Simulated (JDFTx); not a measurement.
WC(0001) slab cut from bulk WC (space group P-6m2, indices of the conventional cell, lattice of the Materials Project entry mp-1894, not re-optimised): 5 atoms in 5 planes, a 1x1 cell of 7.37 Å² (|a| = 2.917, |b| = 2.917 Å), 5.1 Å between the outermost planes, C outermost, slab composition W2C3, cell height 21.7 Å, 8×8×1 k mesh, Fermi smearing 0.01 Ha, no spin polarisation. Whether this polymorph is the ambient one wasn't checked.

Computed with a modified build of JDFTx: PBE, GBRV ultrasoft potentials, plane waves to 20/100 Ha. Liquid: CANDLE, water, 2 M NaF. Between zero charge and 0.88 V from it the run gives σ = 8.4 μC/cm², a mean capacitance of 9.6 μF/cm². The liquid has ε = 78.4, a 1:1 salt at 2 M with linear (Debye) response, and T = 298 K.

A calculation by hand: the Debye length, the diffuse-layer capacitance, and the inner capacitance that is left when the two stand in series.

Each ion has density c = 2 × 6.022×10⁻⁴ = 1.204e-03 Å⁻³. λ² = ε kT / (8π (e²/4πε₀) c) with kT = 0.02568 eV and e²/4πε₀ = 14.40 eV Å gives λ = 2.15 Å; the log prints 2.15 Å. C_diffuse = ε₀ε/λ = 323 μF/cm². Then 1/C_inner = 1/9.6 − 1/323, so C_inner = 9.9 μF/cm², which equals a vacuum gap of ε₀/C_inner = 0.90 Å. The diffuse layer takes 3 % of the potential drop; the rest lies between the electrode's charge and the onset of the dielectric, with the electrode's own (quantum) capacitance in it. The split is a model: in the calculation solvent and ions share one smooth cavity.
